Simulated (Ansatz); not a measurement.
Values for one crystal, relaxed and computed with plane-wave PAW LDA (Ansatz code); other levels are named.

* **Volume per atom**: 14.10 Å³
* **Band gap**: 0.49 eV (indirect)
* **Debye temperature from the elastic constants**: 345 K
* **Young's modulus**: 87.1 GPa
* **Valence-band maximum**: at Γ
* **Electronic dielectric constant ε∞ (DFPT)**: 11.4 (xx = yy), 12.7 (zz)
* **Highest zone-centre frequency (without LO–TO term)**: 516 cm⁻¹

Problem. Which of these materials gives this?
A) AsSe, P2_1/c (Pearson symbol mP32)
B) MoSe2, P6_3/mmc (Mo on 2c, Se on 4f)
C) BeSe, NiAs type
D) MoSe2, R3m (Mo on 3a, Se on 3a, Se on 3a)

Solution. C, BeSe, NiAs type

This is a known high-pressure phase of the composition, computed here at zero pressure and temperature. Symmetry was held in the LDA relaxation. At this level the phase is dynamically unstable (imaginary phonons). Spin–orbit coupling is left out wherever it is not named.

Potentials: the later of the program's two PAW sets.
